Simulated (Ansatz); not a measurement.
# Calculated with Ansatz: Sb₂Br, settings compared

Input:

```yaml
crystal:
  lattice:
    - [0.0, 6.064629, 0.0]
    - [7.479353, -3.032314, 0.0]
    - [3.238416, 0.0, -6.913271]
  atoms:
    - { symbol: Br, position: [0.818, 0.636, 0.631] }
    - { symbol: Br, position: [0.182, 0.364, 0.369] }
    - { symbol: Sb, position: [0.145, 0.29, 0.895] }
    - { symbol: Sb, position: [0.855, 0.71, 0.105] }
    - { symbol: Sb, position: [0.524, 0.048, 0.743] }
    - { symbol: Sb, position: [0.476, 0.952, 0.257] }
  symmetry: { tolerance: 0.0003 }
kpoints:
  mp_grid: { grid: [3, 3, 3], shift: [0, 0, 0] }
magnetization:
  spin_polarized: false
scf:
  occupations: { method: cold, width: 0.1739 }
hamiltonian:
  pseudopotentials: { kind: paw }
  xc: r2scan
basis:
  ecutwfc: 500
output:
  forces: true
  stress: true
  eigenvalues: true
  write_density: true
  write_potential: true
  elf: true
  volumetric_format: npy
```

Launch command:

```bash
ansatz run input.yaml --threads 1 --pin off --max-ram 2560MiB --backend cpu --events-out ev --progress --plain --runs-dir out
```

Origin of the cell: a known structure type with other elements, at an estimated volume, so it need not be a known compound.

Output of this run (shortened):

```
Pseudopotentials: kind: paw
Pseudopotential: Br, paw, valence charge 7, recommended cutoff 500 eV (meta_gga), Br.paw.azcp
Pseudopotential: Sb, paw, valence charge 15, recommended cutoff 500 eV (meta_gga), Sb.paw.azcp
Functional definition: r2SCAN
  exchange = r2scan_x(k0 = k0, k1 = k1, a1 = a1)
  correlation = r2scan_c
Crystal: 6 atoms, lattice volume = 313.583 Å³
Basis set: ecut = 500 eV, 7947 PW (Γ), exchange–correlation on 180×240×240 points (64 copies of the dense FFT grid, shifted against one another)
Bands: 45, of which v1, the nominal top of the filled ones, is band 37 counted from 1 (36 counted from 0)
Symmetry: 4 space group operations
Space group: C2/m (ITA 12), of the structure as read, at distance tolerance 2.0e-3 Å
[… 7 lines left out …]
Initial density: superposition of atomic densities (neutral atoms: chi_scale 0, normalization atom), corrected by the library's trained network
Functional: x = r2scan, c = r2scan; τ floored in thin density (d = 2e-4 eV/Å³)
SCF iter   1: F=—  HF=-31575.252996 eV  Δρ=5.87e-3  dr2=3.63e-1  dr2_τ=1.13e-2
SCF iter   2: F=—  HF=-31575.274175 eV  S|Δr|=    0.00e0  Δρ=1.92e-3  dr2=1.88e-2  dr2_τ=1.47e-3  defer=7
SCF iter   3: F=—  HF=-31575.277043 eV  S|Δr|=    0.00e0  Δρ=8.62e-4  dr2=6.55e-3  dr2_τ=8.98e-5  defer=7
SCF iter   4: F=—  HF=-31575.276480 eV  S|Δr|=    0.00e0  Δρ=3.57e-4  dr2=7.15e-4  dr2_τ=2.11e-5  defer=7
SCF iter   5: F=—  HF=-31575.276452 eV  S|Δr|=    0.00e0  Δρ=1.03e-4  dr2=7.10e-5  dr2_τ=1.05e-6  defer=7
SCF iter   6: F=—  HF=-31575.276458 eV  S|Δr|=    0.00e0  Δρ=4.66e-5  dr2=7.35e-6  dr2_τ=4.02e-7  defer=7
SCF iter   7: F=—  HF=-31575.276460 eV  S|Δr|=    0.00e0  Δρ=8.81e-6  dr2=3.74e-7  dr2_τ=1.04e-8  defer=7
SCF iter   8: F=-31575.276460 eV  HF=-31575.276460 eV  S|Δr|=    0.00e0  Δρ=2.67e-6  dr2=3.14e-8  dr2_τ=1.00e-9
SCF 1 converged in 8 iterations: F = -31575.276460 eV  dr2 = 3.14e-8
SCF converged after 8 iterations
Stability not checked: this state was not tested for a lower state beside it, because cold or Methfessel-Paxton smearing, or corrected tetrahedra, fill the levels in a way that the test cannot read (fill_not_monotonic; […]
Free energy (F): -31575.276460 eV
Harris-Foulkes:  -31575.276460 eV  (|F-HF|=1.28e-8)
Internal energy: -31575.267524 eV  (E = F + TS)
E sigma→0 (E₀):  -31575.273482 eV
Entropy (-TS):   -0.008936 eV (-1.489 meV/atom)
Fermi energy:    1.909339 eV
--- Per-component energies (eV) ---
  E_band       = -1224.303934
  E_kinetic    = 1061.926065
  E_local      = -8919.983468  (includes V_loc(G=0)·N_el)
  E_nonlocal   = 1582.851843
  E_hartree    = 3829.553712
  E_xc         = -991.009968
  E_vxc        = -614.683783  (∫ρ·V_xc dr)
  E_paw        = -22939.981762  (= ΣΔE_a)
  E_vpaw       = -2034.011251  (= ΣTr[D̂ρ^β])
  E_aug_tail   = -0.000003  (compensation charges beyond the density's cutoff)
  E_vtau       = 40.490247  (kinetic-family band-sum trace: ∫τ·v_τ [+ j·A + Jᵃ·Aᵃ] dr)
  E_ewald      = -5200.331704
  E_core_change = 1.707760  (= ΣΔE_core)
  E_smearing   = -0.008936  (= −TS)
  Σ components = -31575.276460   (vs F -31575.276460, Δ=0.00e0)
--- Forces (eV/Å), atoms counted from 1 ---
  atom   1  Br    -0.043850    -0.000000    -0.175229
  atom   2  Br     0.043850     0.000000     0.175229
  atom   3  Sb    -1.549489    -0.000000     0.024814
  atom   4  Sb     1.549489     0.000000    -0.024814
  atom   5  Sb     0.913124     0.000000    -1.467220
  atom   6  Sb    -0.913124    -0.000000     1.467220
  max |Σ_I F_I| component: 0.00e0 eV/Å
--- Stress (GPa, compression-positive) ---
       -5.775057       0.000000       1.061944
        0.000000      -8.386669       0.000000
        1.061944       0.000000      -7.011080
  P = ⅓ Tr σ = -7.0576 GPa (-70.576 kbar)
```

The same input was run again with these changes:

1. `kpoints.mp_grid.grid` [3, 3, 3] → [2, 2, 2]; `scf.occupations.method` cold → gaussian; `scf.occupations.width` 0.1739 → 0.1
2. `crystal.symmetry` { tolerance: 0.0003 } → { detect: false }
3. `scf.mixing.algorithm` default → anderson; `scf.mixing.beta` default → 0.9; `scf.mixing.ndim` default → 2; `kpoints.mp_grid.grid` [3, 3, 3] → [2, 2, 2]
4. `scf.algorithm` default → direct_min; `scf.n_extra_bands` default → 8

```
 run        end  SCF iterations  P (GPa)  max force component (eV/Å)  gap on mesh (eV)  moment (μB)  ΔE(σ→0) (meV/atom)
base  converged               8    -7.06                       1.549                 –            –                   0
   1  converged               9    -7.03                       1.795              none            –               -0.16
   2  converged               8    -7.06                       1.549                 –            –                0.00
   3  converged              10    -7.05                       1.768                 –            –               -1.58
   4  converged              13    -7.06                       1.549                 –            –                0.00
```

Energies are compared only where functional, datasets, charge and starting cell are the same.

Caveats of the base run: no spin-orbit coupling, though heavy elements are present; the k mesh is coarse if the cell is a metal; wide smearing.

The base run ran for 30 s on 1 thread of Arm Neoverse V2, with other jobs on the host, peak memory 1.2 GiB, from the program's own first density.
